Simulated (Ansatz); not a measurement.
Cs$_{2}$MnSe$_{2}$ in space group Ibam (No. 72; Mn on 4a, Se on 8j, Cs on 8j), PBEsol (plane waves, PAW; program Ansatz). The conduction-band minimum lies at X, with 1 equivalent valley. Second derivatives d²E/dk² of the lowest band at one valley (eV·Å²), along Cartesian directions:

```
direction  d²E/dk²
---------  -------
[100]        8.890
[010]        3.675
[001]        5.153
[110]        6.283
[101]        7.023
[011]        4.415
```

Question: Find the principal effective masses, the density-of-states mass and the conductivity mass.

Answer: Off-diagonal terms follow from H_xy = H[110] − (H_xx + H_yy)/2, and m*/mₑ = 7.620 eV·Å² over each eigenvalue: 0.86, 1.5, 2.1. One valley's DOS mass (m₁m₂m₃)^(1/3) = 1.4, conductivity mass 3/(Σ 1/mᵢ) = 1.3 mₑ.

Question: What effective density of states Nc follows at 300 K for parabolic valleys?

Answer: Nc = 2.509e19 × 1 × (1.4)^(3/2) ≈ 4.2e19 cm⁻³.

The workflow started from an entry of the Crystallography Open Database (COD). Its standing as an ambient phase is unchecked. Symmetry was held in the PBEsol relaxation, as lowered by the spin order; whether a distortion lowers the energy is not shown. Spin order of the final state: antiferromagnetic, chosen from 2 collinear starts compared on coarse meshes (ties went to the first, and starts can fall back to one state), not a proven ground state. No Hubbard U is applied. Point labels and valley counts follow the cell and symmetry of the run, lower than the named group. Spin–orbit coupling is left out wherever it is not named.

Potentials: the later of the program's two PAW sets.

Edges and masses are those of Kohn–Sham bands, whose gap is no quasiparticle gap.
